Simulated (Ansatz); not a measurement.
Consider the following.

Be₃N₂:
```cif
data_Be3N2
_chemical_formula_sum 'Be3 N2'
_space_group_name_H-M_alt 'P 1'
_space_group_IT_number 1
_cell_length_a 5.06628
_cell_length_b 5.06628
_cell_length_c 5.06628
_cell_angle_alpha 32.197
_cell_angle_beta 32.197
_cell_angle_gamma 32.197
loop_
_space_group_symop_operation_xyz
  'x, y, z'
loop_
_atom_site_label
_atom_site_type_symbol
_atom_site_fract_x
_atom_site_fract_y
_atom_site_fract_z
_atom_site_occupancy
Be1 Be 0.14154 0.14154 0.14154 1
Be2 Be 0.68219 0.68219 0.68219 1
Be3 Be 0.91111 0.91111 0.91111 1
N1 N 0.79577 0.79577 0.79577 1
N2 N 0.29129 0.29129 0.29129 1
```

This is the LDA-relaxed structure.

Task: All from plane-wave PAW LDA (Ansatz code), unless another level is named. Give the electronic dielectric constant ε∞ (DFPT).

Result: 4.53 (xx = yy), 5.05 (zz).

Task: Predict the Born charges (a third of the trace).

Result: Be +1.62 to +1.85, N -2.72 to -2.39 e.

Task: Give the largest static χ(2) component.

Result: 6.0 pm/V.

Task: Give the static dielectric constant ε0 (ions relaxed, cell fixed).

Result: 11.7 (xx = yy), 14.5 (zz).

Space group R3m. The first step of the workflow began from a Materials Project structure, measured or hypothetical; the Crystallography Open Database copy checked does not list it. COD files the formula under space group No. 206. Its standing as an ambient phase is unchecked. The LDA relaxation kept the symmetry of its start; its stability against distortions is not shown here.

Potentials: the later of the program's two PAW sets.
